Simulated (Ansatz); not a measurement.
CdTe (wurtzite, space group No. 186), DFT-LDA in the program Ansatz with PAW potentials. The conduction-band minimum lies at Γ, with 1 equivalent valley. Second derivatives d²E/dk² of the lowest band at one valley (eV·Å²), along Cartesian directions:

| direction | d²E/dk² |
|---|---|
| [100] | 135.9 |
| [010] | 135.9 |
| [001] | 145.1 |
| [110] | 135.9 |
| [101] | 140.6 |
| [011] | 140.6 |

Question: Find the principal effective masses, the density-of-states mass and the conductivity mass.

Answer: Off-diagonal terms follow from H_xy = H[110] − (H_xx + H_yy)/2, and m*/mₑ = 7.620 eV·Å² over each eigenvalue: 0.053, 0.056, 0.056. One valley's DOS mass (m₁m₂m₃)^(1/3) = 0.055, conductivity mass 3/(Σ 1/mᵢ) = 0.055 mₑ.

Question: What effective density of states Nc follows at 300 K for parabolic valleys?

Answer: Nc = 2.509e19 × 1 × (0.055)^(3/2) ≈ 3.2e17 cm⁻³.

Space group P6_3mc (wurtzite). The workflow started from a Materials Project entry (that database holds measured and hypothetical structures alike); the Crystallography Open Database copy checked does not list it. It is not the phase usual at ambient conditions (space group No. 216). Symmetry was held in the LDA relaxation; its stability against distortions is not shown here. Scalar-relativistic: spin–orbit coupling is off unless named, which matters more the heavier the elements.

Potentials: the earlier of the program's two PAW sets. The files were generated under PBE; for other functionals the program regenerates the frozen cores, and for LDA and PBEsol the local potential too.

Edges and masses are those of Kohn–Sham bands, whose gap is no quasiparticle gap.
